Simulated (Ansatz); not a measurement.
# Property card for MoIr

MoIr:
```xyz
2
Lattice="2.7533 0.0000 0.0000 -1.3766 2.3844 0.0000 0.0000 0.0000 4.4287" Properties=species:S:1:pos:R:3 pbc="T T T"
Mo     0.0000     0.0000     0.0000
Ir     0.0000     1.5896     2.2143
```

Space group P-6m2 (No. 187); conventional cell a = b = 2.7533 Å, c = 4.4287 Å, α = β = 90.00°, γ = 120.00°.

Method: PBEsol (plane waves, PAW; program Ansatz). The cell and atoms are relaxed at this level. Other levels are named where they apply.

### Cell and energy

```yaml
volume_per_atom: 14.54 Å³
density: 16.46 g/cm³
Formation energy from the elements (no fitted shifts): -0.21 eV/atom
```

### Electronic structure

```yaml
electronic_character: metallic (no gap)
Density of states at the Fermi level: 0.78 states/eV per atom (mean over ±0.08 eV)
Gap with spin–orbit coupling: none (metallic)
```

### Mechanics

```yaml
Bulk modulus (Birch–Murnaghan fit): 3340 kbar
Pressure derivative B′: 4.6
Elastic constants (relaxed ions, GPa): C11 = 534, C12 = 249, C13 = 198, C33 = 655, C44 = 186
mechanical_stability: stable (all eigenvalues of C positive)
hill_bulk_and_shear_moduli: 334 and 173 GPa
Young's modulus: 442 GPa
Poisson's ratio: 0.28
debye_temperature_from_the_elastic_constants: 440 K
```

### Phonons

```yaml
highest_zone_centre_frequency: 204 cm⁻¹
zone_centre_stability: no imaginary mode at Γ
```

The first step of the workflow began from a Materials Project structure, measured or hypothetical; the Crystallography Open Database copy checked does not list it. COD files the formula under space group No. 51. With Mo and Ir taken as one species the cell has the higher symmetry P6_3/mmc, so it may be an ordered model of a mixed-site phase. Whether it is the stable phase at ambient conditions was not checked. The PBEsol relaxation kept the symmetry of its start. No spin polarisation was allowed. As this level gives no gap, shear constants depend on the k-mesh and smearing (Fermi–Dirac, 0.1 eV here). As this level gives no gap, phonon frequencies hold no LO–TO term and depend on the k-mesh and smearing (Fermi–Dirac, 0.1 eV here). Axis ratios of metals converge slowly with the k-mesh, so a and c are less sure than the volume. On the denser mesh and wider smearing of the elastic run this cell carries a stress of 0.7 GPa. The references are the lowest solids computed at this level, not always the standard phases. Spin–orbit coupling is left out wherever it is not named.

Potentials: the later of the program's two PAW sets.
